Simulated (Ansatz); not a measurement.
PbS in space group Cmcm (No. 63; Pb on 4c, S on 4c) at seven volumes, r²SCAN+D4 in the plane-wave PAW code Ansatz, shape and atoms relaxed at each. One row is withheld.

```csv
V (Å³/atom),P (GPa)
23.734,4.68
24.517,2.72
25.299,?
26.081,0.00
26.864,-0.83
27.646,-1.12
28.429,-1.18
```

Q: Fit the shown pressures and predict the withheld one.

A: P = (3/2)B₀(x^(7/2) − x^(5/2))[1 + (3/4)(B′ − 4)(x − 1)] with x = (V₀/V)^(2/3). Least squares on the six rows gives V₀ = 26.062 Å³/atom, B₀ = 28.8 GPa, B′ = 13.58. At V = 25.299, x = 1.0200 and P = 1.04 GPa. The run itself gave 1.18 GPa.

The workflow started from a Materials Project entry (that database holds measured and hypothetical structures alike); the Crystallography Open Database copy checked does not list it. It is not the phase usual at ambient conditions (space group No. 225). Symmetry was held in the r²SCAN+D4 relaxation; whether a distortion lowers the energy is not shown. Spin–orbit coupling is left out wherever it is not named.

Potentials: the later of the program's two PAW sets.
